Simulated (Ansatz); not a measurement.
With plane-wave PAW r²SCAN (Ansatz code), InP in the hexagonal phase (P6_422; In on 3c, P on 3d) relaxes to a = 4.138 Å, c = 9.351 Å. Its formation energy from the elements is -0.19 eV/atom, with no fitted shifts.

It is gapped at this level: 0.42 eV (smallest direct gap 0.42 eV). The valence maximum lies on the Γ–M line, 4 % of the way from Γ and the conduction minimum at Γ. HSE06 on the same cell gives 0.66 eV. Gap from r²SCAN with spin–orbit coupling: 0.41 eV. The electron mass is 0.034, 0.071, 0.071 mₑ (principal values).

An equation-of-state fit gives a bulk modulus of 73.7 GPa. The relaxed-ion elastic constants in GPa are C11 = 123, C12 = 41.5, C13 = 52.4, C33 = 133, C44 = 45.1. The elastic constants imply a Debye temperature near 327 K. Bader charges are In +0.96, P -0.96 e.

The start of the workflow was typed in or built on a structure type; neither database checked (COD, Materials Project) lists it. It is not the phase usual at ambient conditions (space group No. 216). The cell was relaxed with r²SCAN under the symmetry of its start; whether a distortion lowers the energy is not shown. The references are the lowest solids computed at this level, not always the standard phases. Spin–orbit coupling is left out wherever it is not named.

Potentials: the later of the program's two PAW sets.
